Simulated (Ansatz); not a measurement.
**GdIr3 in the AuCu3-type structure**

Method: PBEsol, scalar-relativistic; collinear spin; PAW, 420 eV, 8×8×8 k-mesh, Gaussian smearing of 0.05 eV; code Ansatz. The datasets are Ansatz's generated set soft_2.

```yaml
crystal:
  lattice:
    - [4.01488, 0.00000, 0.00000]
    - [0.00000, 4.01488, 0.00000]
    - [0.00000, 0.00000, 4.01488]
  atoms:
    - { symbol: Gd, position: [0.00000, 0.00000, 0.00000] }
    - { symbol: Ir, position: [0.00000, 0.50000, 0.50000] }
    - { symbol: Ir, position: [0.50000, 0.50000, 0.00000] }
    - { symbol: Ir, position: [0.50000, 0.00000, 0.50000] }
```

The cell came from substitution into a structure type; whether the compound takes it is for experiment to say.

Magnetic state: ferromagnetic, site spin moments Gd 6.86; Ir -0.07 μB.

The cell has space group Pm-3m (read at 0.01 Å). In it the stress is -0.03, -0.03, -0.03, 0.00, 0.00, 0.00 GPa and the largest force component 0.000 eV/Å. Each change below starts from this cell, without further relaxation. Stress is in GPa, positive in compression, in the order xx, yy, zz, yz, xz, xy; energies are counted from the cell above and are free energies with the smearing's entropy, which match forces and stress in a metal.

Problem. What happens when atom 1 (Gd) is moved by 0.05 Å along x?

Solution. The energy changes by 17.0 meV per cell, and the force on it along the shift is -0.679 eV/Å (−F/u = 13.58 eV/Å²). Stress: 0.08, 0.12, 0.12, 0.00, 0.00, 0.00.
| atom | Fx (eV/Å) | Fy | Fz |
| --- | --- | --- | --- |
| Gd1 | -0.679 | 0.000 | 0.000 |
| Ir2 | -0.027 | 0.000 | 0.000 |
| Ir3 | 0.353 | 0.000 | 0.000 |
| Ir4 | 0.353 | 0.000 | 0.000 |
In a harmonic crystal the energy would rise by −½F·u = ½ × 13.58 × 0.05² eV = 17.0 meV, which matches.

Problem. A single strain component, atoms carried along, gave the stress 0.01, 0.13, 0.13, -2.77, 0.00, 0.00. Which component, and about how large?

Solution. An engineering strain of 2 % in yz; the energy changes by 11.1 meV per cell.

Without a U the 4f levels of Gd lie too near the Fermi level, so their share of the states there, and what hangs on it, is overstated. For elements this heavy, spin–orbit coupling would shift levels and gaps; it isn't included here. Site moments are of spin, integrated over atomic spheres. Only parallel moments were tried, so the real magnetic order may be another.
